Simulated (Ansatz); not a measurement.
Input and command of a plane-wave DFT calculation in Ansatz:

```yaml
crystal:
  lattice:
    - [-1.58422, 1.633726875, 1.633726875]
    - [1.58422, -1.534713125, 1.534713125]
    - [1.58422, 1.534713125, -1.534713125]
  atoms:
    - { symbol: Pt, position: [0.0, 0.0, 0.0] }
basis:
  ecutwfc: 500
kpoints:
  mp_grid: { grid: [22, 22, 22] }
hamiltonian:
  xc: r2scan
scf:
  occupations: { method: gaussian, width: 0.15 }
output:
  forces: true
  stress: true
  eigenvalues: true
```

```bash
ansatz run input.yaml --threads 1 --pin off --max-ram 2560MiB --backend cpu --events-out ev --progress --plain --runs-dir out
```

Processor: Arm Neoverse V1, 1 thread, on a host shared with other jobs.

**Question.** Estimate time, memory and problem size.

**Answer.** About 42 s on 1 thread of Arm Neoverse V1 (shared host), peak memory 0.65 GiB. It solves 13 bands at 1530 k points (the mesh reduced by symmetry) with about 395 plane waves, in 6 SCF iterations.
